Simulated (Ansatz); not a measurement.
NbP:
```cif
data_Nb4P4
_chemical_formula_sum 'Nb4 P4'
_space_group_name_H-M_alt 'I41md'
_space_group_IT_number 109
_space_group_name_Hall 'I 4bw -2'
_cell_length_a 3.34003
_cell_length_b 3.34003
_cell_length_c 11.45061
_cell_angle_alpha 90.000
_cell_angle_beta 90.000
_cell_angle_gamma 90.000
loop_
_atom_site_label
_atom_site_type_symbol
_atom_site_symmetry_multiplicity
_atom_site_Wyckoff_symbol
_atom_site_fract_x
_atom_site_fract_y
_atom_site_fract_z
_atom_site_occupancy
Nb1 Nb 4 a 0.00000 0.00000 0.74987 1
P1 P 4 a 0.00000 0.00000 0.33276 1
```
(The calculation used a cell of 4 atoms; values per cell refer to that cell.)

Relaxed with r²SCAN. The program Ansatz at the r²SCAN level (PAW) gives no gap.

Problem. What gap does HSE06 give on the same cell (Ansatz, PAW)?

Solution. It stays without a gap at the points solved. The hybrid was solved on a coarser mesh and at special points; the gap given is the minimum over both. On such a mesh it can open a false gap in a semimetal.

```csv
k,v1 r²SCAN,c1 r²SCAN,v1 HSE06,c1 HSE06
Γ,-1.54,0.83,-1.64,1.19
M,-0.70,1.21,?,?
X,-0.57,3.12,?,?
P,-0.55,3.13,?,?
N,-0.22,0.04,?,?
S0,-0.19,0.05,0.00,0.18
R,-0.61,2.89,-0.78,3.38
```

Problem. Top valence (v1) and lowest conduction level (c1) in eV from each method's valence maximum (which need not be a listed point): supply the withheld HSE06 values.

Solution. 
- M, v1 HSE06: -0.73
- M, c1 HSE06: 1.59
- P, v1 HSE06: -0.72
- P, c1 HSE06: 3.62
- N, v1 HSE06: -0.14
- N, c1 HSE06: 0.26
- X, v1 HSE06: -0.74
- X, c1 HSE06: 3.63

Cost on shared cores: the r²SCAN run (SCF on a 17×17×17 mesh, then bands and DOS) roughly 2.4 core-minutes, the HSE06 run (SCF on 9×9×9, then a few points) about 8 core-minutes (a rough figure); the tasks are unlike.

Space group I4_1md. Symmetry was held in the r²SCAN relaxation. No spin polarisation was allowed. A small band overlap can be real or an error of a semilocal functional. Spin–orbit coupling is left out wherever it is not named.

Potentials: the earlier of the program's two PAW sets. The files were generated under PBE; for other functionals the program regenerates the frozen cores, and for LDA and PBEsol the local potential too.
